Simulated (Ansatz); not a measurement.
Data:

Zn2SeS:
```
CELL_PARAMETERS angstrom
      3.90885     0.00000     0.00000
      0.00000     3.90885     0.00000
      0.00000     0.00000     5.52486
ATOMIC_POSITIONS crystal
  Zn 0.50000 0.00000 0.76293
  Zn 0.00000 0.50000 0.23707
  Se 0.00000 0.00000 0.50000
  S  0.50000 0.50000 0.00000
```

This is the r²SCAN-relaxed structure.

Problem. All from plane-wave PAW r²SCAN (Ansatz code), unless another level is named. Give the band gap.

Solution. 2.17 eV (direct).

Problem. Next, the electron effective mass with spin–orbit coupling?

Solution. 0.16 mₑ (isotropic).

Problem. Give the formation energy from the elements (no fitted shifts).

Solution. -0.91 eV/atom.

Space group P-4m2. The workflow started from a Materials Project entry (that database holds measured and hypothetical structures alike); the Crystallography Open Database copy checked does not list it. Its standing as an ambient phase is unchecked. The r²SCAN relaxation kept the symmetry of its start; its stability against distortions is not shown here. The references are the lowest solids computed at this level, not always the standard phases. Spin–orbit coupling is left out wherever it is not named.

Potentials: the later of the program's two PAW sets.
